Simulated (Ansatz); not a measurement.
Y: stiffness from a series of strains

```
CELL_PARAMETERS angstrom
3.65150 0.00000 0.00000
-1.82575 3.16229 0.00000
0.00000 0.00000 5.74740
ATOMIC_POSITIONS crystal
Y 0.33333 0.66667 0.25000
Y 0.66667 0.33333 0.75000
```

Atom numbers follow the list: Y1, Y2.

The conventional cell has a = 3.651 Å, b = 3.651 Å, c = 5.747 Å, α = 90.00°, β = 90.00°, γ = 120.00°. Around Y (atom 1) lie 12 Y at 3.56 to 3.65 Å.

The geometry is COD entry 1539818, unchecked; take it as a test cell.

Theory: Ansatz 0.2.0, DFT, LDA, all-electron LAPW, scalar-relativistic.

The runs use a Γ-centred 12×12×7 k mesh, Fermi–Dirac smearing of 0.08 eV, basis error target 0.25 meV/atom, no spin polarisation.

The strain is applied along the Cartesian axes of the cell as listed (γ is the engineering shear, twice εxy = εyz = εzx). Fractional coordinates are held (clamped ions).

σ is the change of stress from the unstrained cell, which is at -3.91 GPa; tension is positive, so slopes are stress–strain coefficients at that pressure. In a metal the k mesh adds noise.

Only quantities that a quadratic follows smoothly over the whole series are listed; rougher ones are left out.

| γ | σxy (GPa) | σyz (GPa) |
| --- | --- | --- |
| -0.0200 | -0.53 | -0.45 |
| 0.0000 | 0.00 | 0.00 |
| 0.0100 | 0.27 | 0.22 |
| 0.0200 | 0.53 | 0.45 |

(1) Fit the series and read off the stiffness at zero strain.

(2) One run, at γ = -0.0100, is withheld. Predict its row.

Results:

(1) Least-squares fits y = p0 + p1 x + p2 x² to the rows give σxy (GPa): p1 = 26.5, p2 = -4.5; σyz (GPa): p1 = 22.5, p2 = 4.5.

(2) The fits give -0.26, -0.23; the run gave -0.27, -0.22.
